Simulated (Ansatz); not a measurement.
This guess for Ti5WC6 is about to be relaxed.

```yaml
crystal:
  lattice:
    - [3.39174, 0.00000, 0.00000]
    - [0.00000, 3.39174, 0.00000]
    - [0.00000, 0.00000, 14.38993]
  atoms:
    - { symbol: Ti, position: [0.00000, 0.00000, 0.83333] }
    - { symbol: Ti, position: [0.50000, 0.50000, 0.66667] }
    - { symbol: Ti, position: [0.00000, 0.00000, 0.50000] }
    - { symbol: Ti, position: [0.50000, 0.50000, 0.33333] }
    - { symbol: Ti, position: [0.00000, 0.00000, 0.16667] }
    - { symbol: W, position: [0.50000, 0.50000, 0.00000] }
    - { symbol: C, position: [0.00000, 0.00000, 0.66667] }
    - { symbol: C, position: [0.50000, 0.50000, 0.50000] }
    - { symbol: C, position: [0.00000, 0.00000, 0.33333] }
    - { symbol: C, position: [0.50000, 0.50000, 0.16667] }
    - { symbol: C, position: [0.00000, 0.00000, 0.00000] }
    - { symbol: C, position: [0.50000, 0.50000, 0.83333] }
```

All numbers below come from DFT PBE, scalar-relativistic, plane waves, PAW (Ansatz). Cutoff 420 eV, Gaussian smearing, Γ-centred meshes. Cell and atoms relax first on a coarse mesh and then on a finer one. In between, the cell is made exact in the group found at 0.06 Å. In metals the finer mesh still leaves noise of several meV/atom or more. The steps can't lower the symmetry of their start. No spin polarisation in the relaxation; trial moments died out in a coarse test.

A guess keeps its type if space group and coordination stay and the shape of the cell changes little (axis ratios within about 15 %, angles within 6°); the volume may change.

**Question.** Does it keep its structure type, or change into something else?

**Answer.** It keeps its type. The symmetry stays P4/mmm (No. 123). The volume per atom shrinks by 26.1 %, from 13.8 to 10.2 Å³. The shortest distance goes from 2.40 Å (Ti–C and W–C) to 2.12 Å (Ti–C). The ratio c/a of the conventional cell changes by a factor of 1.00. Counting neighbours within 15 % of an atom's shortest distance, the start has C 6, Ti 6, W 6 and the end C 6, Ti 6, W 6.

The last run used a 12×12×4 mesh (in the run's order of axes) for its 12-atom cell and Gaussian smearing of 0.10 eV. Spin–orbit coupling, which can matter for W, is left out. A structure relaxed within its symmetry needn't be a true minimum.
